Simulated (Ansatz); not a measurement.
**Sb₂Pt: do the settings matter for the field gradients?**

Cell: a COD entry (the entry's cell lengths or inner coordinates differ somewhat from later room-temperature determinations).

Space group Pa-3 (No. 205); a = 6.4400 Å.

| site | Wyckoff | site symmetry | x | y | z |
| --- | --- | --- | --- | --- | --- |
| Sb | 8c | .3. | 0.3750 | 0.3750 | 0.3750 |
| Pt | 4a | .-3. | 0.0000 | 0.0000 | 0.0000 |

One atom of each set is listed.

Reference run. Method: Kohn–Sham DFT in Ansatz, PBE, plane waves and PAW, scalar-relativistic, 420 eV cutoff, Γ-centred 5×5×5 k-points, Fermi–Dirac smearing 0.05 eV.

(1) The input is changed as follows: `hamiltonian.hubbard`: not typed → {sites: [{species: Pt, l: d, u_eff: 8.0}], double_counting: fll}; `scf.initial_density.chi_scale`: not typed → 0.1. What happens to V_zz (10²¹ V/m²) and η?

Answers

(1) 

```tsv
site	V_zz reference	η reference	V_zz changed	η changed
Sb	6.33	0.00	1.21	0.00
Pt	-6.99	0.00	-2.92	0.00
```

The largest change of V_zz is on Sb, from 6.33 to 1.21. In per cent, |V_zz| changes by -81 on Sb, -58 on Pt (all sites that start above 2). SCF iterations: 7 and 9. New warnings: filled band counts differ across k points.

On the reference run: At this cell the PBE pressure is 6 GPa, so with PBE the cell would grow if it were relaxed. The run finds no gap above 0.1 eV (a metal, or nearly one), so the gradients can move by 10 % or more with the k-mesh. Spin–orbit coupling is left out, which shifts gradients on Pt by a few per cent in wide-gap crystals, and can shift them far more where the calculated gap is small or absent, as here. With these PAW files V_zz is typically within 2 to 3 % of all-electron values, but misses above 10 % occur on Sb.
